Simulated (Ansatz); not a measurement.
In:
```
CELL_PARAMETERS angstrom
      0.00000     3.36781     3.36781
      3.36781     0.00000     3.36781
      3.36781     3.36781     0.00000
ATOMIC_POSITIONS crystal
  In 0.00000 0.00000 0.00000
  In 0.25000 0.25000 0.25000
```

Relaxed with PBE. Special points in fractions of this cell's reciprocal vectors: Γ (0.000, 0.000, 0.000); X (0.500, 0.000, 0.500); U (0.625, 0.250, 0.625); K (0.375, 0.375, 0.750); L (0.500, 0.500, 0.500); W (0.500, 0.250, 0.750).

Q: List the band energies nearest the Fermi level at these points for plane-wave PAW PBE with spin–orbit coupling (Ansatz code).

A: In eV from the Fermi level; about four levels below and three above (degenerate sets whole), none deeper than 8.9 eV; points with the same levels are listed once.

```
k                    below                above
-  -----------------------  -------------------
Γ              -7.76 -7.76  1.91 1.91 1.97 1.97
X  -0.36 -0.36 -0.36 -0.36  2.47 2.47 2.47 2.47
U  -4.29 -4.29 -1.36 -1.36  0.01 0.01 2.77 2.77
L  -6.12 -6.12 -3.81 -3.81  0.86 0.86 1.22 1.22
W  -1.08 -1.08 -0.94 -0.94  5.08 5.08 5.32 5.32
```

Space group Fd-3m (diamond). The start of the workflow was typed in or built on a structure type; neither database checked (COD, Materials Project) lists it. It is not the phase usual at ambient conditions (space group No. 139). The cell was relaxed with PBE under the symmetry of its start; its stability against distortions is not shown here.

Potentials: the earlier of the program's two PAW sets.
